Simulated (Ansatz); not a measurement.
One crystal and one scan (scan of one atom of the cell) at two levels, PBE (plane waves to 420 eV, PAW, scalar-relativistic; Ansatz, a program for electronic structure) and r2SCAN (plane waves to 500 eV, PAW, scalar-relativistic; Ansatz), each from its own relaxed cell and on its own mesh.

The crystal is Ni (fcc, Cu type); one Ni atom of a 4-atom cell moves by s along Cartesian z, with its periodic images.

Energies are smeared free energies. Ni was relaxed with its symmetry unable to fall. Relaxed Ni ends ferromagnetic. The magnetic order is the one the run started from; other orders were not tried. (PBE) On this mesh the relaxed cell isn't quite at rest: it carries a pressure of 0.1 GPa (compression positive) at the zero of the scan. (PBE) Relaxed Ni ends ferromagnetic. (r2SCAN) On this mesh the relaxed cell isn't quite at rest: it carries a pressure of 0.1 GPa (compression positive) at the zero of the scan. (r2SCAN) Relaxed Ni ends ferromagnetic. With partly filled bands, energies and forces of such displacements shift with the k mesh and the smearing.

| quantity | run 1 | run 2 |
|---|---|---|
| Lattice constant a (Å) | 3.478 | 3.518 |
| Magnetic moment of the relaxed cell (μB/cell) | 0.74 | 0.63 |
| Force constant k = d²E/ds² at s = 0 (finite differences) (eV/Å²) | 10.28 | 9.21 |

Problem. Which run is which level?

Solution. Run 2 is PBE, run 1 is r2SCAN. PBE gives the higher value for: lattice constant a. PBE gives the lower value for: magnetic moment of the relaxed cell; force constant k = d²E/ds² at s = 0. Both give the same shape of the curve: a single well with its minimum at or next to zero displacement.

(A displaced cell: forces are minus the slopes of the energy, force constants its curvatures, and phonons follow from these.)
